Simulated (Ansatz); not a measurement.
Polymorphs of Ge3N4, each relaxed with the program Ansatz at the LDA level (PAW):

A: P6_3/m
a = b = 7.991 Å, c = 3.060 Å, α = β = 90.00°, γ = 120.00°

```
atom  site  symmetry       x       y       z
----  ----  --------  ------  ------  ------
Ge      6h       m..  0.2374  0.4066  0.2500
N       2c      -6..  0.3333  0.6667  0.2500
N       6h       m..  0.3304  0.0256  0.2500
```

B: Fd-3m
a = b = c = 8.165 Å, α = β = γ = 90.00°

| atom | site | symmetry | x | y | z |
|---|---|---|---|---|---|
| Ge | 16c | .-3m | 0.1250 | 0.1250 | 0.1250 |
| Ge | 8b | -43m | 0.5000 | 0.5000 | 0.5000 |
| N | 32e | .3m | 0.3670 | 0.3670 | 0.3670 |

Order them by energy per atom at 0 K (lowest first) at the level LDA.

A (+0 meV/atom), B (+47 meV/atom)

Give each one's gap.

A 2.37 eV; B 2.15 eV.

All cells were relaxed under the symmetry of their starts (and spin orders); stability against distortions was not tested throughout. Scalar-relativistic: spin–orbit coupling is off unless named, which matters more the heavier the elements.

Energies hold the estimated change up to a 700 eV cutoff; steps of a few meV lie near the error of the meshes.

Potentials: the later of the program's two PAW sets.
